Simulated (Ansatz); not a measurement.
# CsPbCl₃ (Pm-3m), a film clamped to a substrate

Level of theory: Ansatz 0.2.0, DFT PBEsol, scalar-relativistic, plane waves, PAW. The runs took a 420 eV cutoff, a Γ-centred 6×6×6 mesh and Gaussian smearing (0.05 eV). Spin–orbit coupling is left out, which matters for the heavy elements here. No spin polarisation. Energies are free energies at this smearing, counted from the undisturbed cell; pressure is positive in compression.

The undisturbed cell (as given, not relaxed at this level; it stands at 0.2 GPa, and it needn't be the usual structure):

```yaml
crystal:
  lattice:
    - [5.60500, 0.00000, 0.00000]
    - [0.00000, 5.60500, 0.00000]
    - [0.00000, 0.00000, 5.60500]
  atoms:
    - { symbol: Cs, position: [0.00000, 0.00000, 0.00000] }
    - { symbol: Pb, position: [0.50000, 0.50000, 0.50000] }
    - { symbol: Cl, position: [0.00000, 0.50000, 0.50000] }
    - { symbol: Cl, position: [0.50000, 0.00000, 0.50000] }
    - { symbol: Cl, position: [0.50000, 0.50000, 0.00000] }
```

The cell (5 atoms, V0 = 176.09 Å³) is strained by p along both x and y and by q along z, fractional coordinates fixed. τp = (1/V0) ∂E/∂p = (σxx + σyy)(1 + p)(1 + q) and τq = (1/V0) ∂E/∂q = σzz(1 + p)², with tension positive.

```csv
p,q,ΔE (meV/atom),τp (GPa),τq (GPa)
0.000,0.000,0.00,-0.37,-0.19
-0.050,0.000,50.30,-9.62,-1.07
0.050,0.000,27.48,4.86,0.57
0.000,-0.050,22.58,-1.24,-4.31
0.000,0.050,11.72,0.40,2.08
```

Task: Get the second derivatives of the energy density.

Result: Central differences give A = ∂τp/∂p = 145 GPa (C11 + C22 + 2 C12), C = ∂τq/∂q = 64 GPa (C33) and the cross term B = ∂τq/∂p = 16.3 GPa (C13 + C23); ∂τp/∂q = 16.4 GPa must equal B, and any difference shows higher-order terms. Steps this large leave an error of some per cent of A or C in all of these, which can swamp a small B. The ions are clamped. In a cubic crystal C11 = C = 64, C12 = B/2 = 8.2 GPa and A should be 2(C11 + C12) = 144 GPa; the bulk modulus is (C11 + 2 C12)/3 = 26.7 GPa.

Task: A film of this crystal grows with z along the normal on a substrate that imposes p. How does its thickness respond, and what does the misfit cost?

Result: Count p and q from the stress-free cell. A free surface needs τq = 0, so q = −(B/C) p = -0.26 p. The energy density left is (A − B²/C) p²/2 = M p², with the biaxial modulus M = 70 GPa; a misfit of 1 % costs 1.55 meV/atom, against 1.59 meV/atom if the thickness were held.

At p = -0.050 the energies along q are 83.2 (q = -0.050), 50.3 (q = 0.000), 52.9 (q = 0.050) meV/atom.

Task: Does the linear rule hold at this misfit?

Result: A parabola through the lowest point and its neighbours has its minimum at q = 0.021, 47.1 meV/atom. With the stress left in the starting cell, τp0 and τq0, linear elasticity gives q = −(τq0 + Bp)/C = 0.016 and E = V0(τp0 p + τq0 q + Ap²/2 + Bpq + Cq²/2)/N = 42.2 meV/atom. The energies differ by more than a tenth, so the quadratic law fails here: the gap holds the anharmonic part, with some error from the wide steps. Cubic terms also shift the vertex of so wide a parabola.

Symmetry holds off the tilts and polar distortions that many cubic perovskites undergo.